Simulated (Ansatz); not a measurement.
NaH (rock salt, Fm-3m), PBEsol in the plane-wave PAW code Ansatz: ε∞ = 3.25, cell volume 27.50 Å³. Infrared-active transverse modes:

| ω_TO (cm⁻¹) | oscillator strength S_xx (e²/amu) |
|---|---|
| 519.4 | 0.9534 |

Task: Compute the static dielectric constant.

Result: Each mode adds (4.921e7/V) S/ω²: 6.32. So ε0 = 9.57.

Task: What LO frequency does the Lyddane–Sachs–Teller relation give?

Result: ω_LO = ω_TO √(ε0/ε∞) = 892 cm⁻¹.

The PBEsol relaxation kept the symmetry of its start; of distortions, only those at the zone centre were tested.

Potentials: the later of the program's two PAW sets.
